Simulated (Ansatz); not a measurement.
# Sb$_{2}$Mo: levels along high-symmetry lines

```xyz
3
Lattice="3.4801 0.0000 0.0000 -1.7401 3.0139 0.0000 0.0000 0.0000 6.4706" Properties=species:S:1:pos:R:3 pbc="T T T"
Mo    0.0000    0.0000    0.0000
Sb    0.0000    2.0092    1.8849
Sb    1.7401    1.0046    4.5858
```

Atoms are numbered in the order listed.

The structure comes from a relaxation in the same program, started in the CdI2 type, and has space group P-3m1. Whether it is a known phase or the ground state wasn't checked.

Spin–orbit coupling is left out, though it moves levels of the heavy atoms by tenths of an eV or more.

The calculation used Ansatz 0.2.0, DFT, PBE, all-electron LAPW, scalar-relativistic.

Numerical set-up: a Γ-centred 12×12×7 k mesh, Fermi–Dirac smearing of 0.03 eV, basis error target 0.5 meV/atom, no spin polarisation.

Points in fractions of the reciprocal vectors of this cell: Γ (0, 0, 0), M (0.5, 0, 0), K (0.333, 0.333, 0), A (0, 0, 0.5), L (0.5, 0, 0.5), H (0.333, 0.333, 0.5). The path joins them by straight lines in the order Γ–M–K–Γ–A–L–H–A–L; legs that retrace an earlier one aren't tabulated. Energies are in eV from the Fermi level.

Problem. Is there a gap?

Solution. none: bands cross the Fermi level, a metal.

Problem. List the levels between -14 and 5 eV at the symmetry points.

Solution. 
Γ: -12.26, -9.74, -6.00, -1.59 (×2), -1.21, -0.20 (×2), 2.14, 3.92 (×2), 4.71 (×2)
M: -9.00, -8.86, -5.69, -3.74, -2.95, -2.13, -1.68, -0.54, 0.33, 1.21, 1.54, 3.03
K: -8.45 (×2), -4.64, -4.27 (×2), -2.15 (×2), -1.81, 1.04, 1.86 (×2), 2.63 (×2), 3.59
A: -11.65, -10.98, -3.49, -3.07, -1.54 (×2), -0.21 (×2), 1.19, 3.14 (×2)
L: -9.36, -8.26, -5.47, -4.99, -3.05, -1.98, -1.75, 0.53, 1.21, 1.65, 1.93, 3.16, 3.96
H: -8.49 (×2), -4.20 (×2), -3.65, -3.54, -1.83 (×2), 0.43 (×2), 1.37, 4.66 (×2)
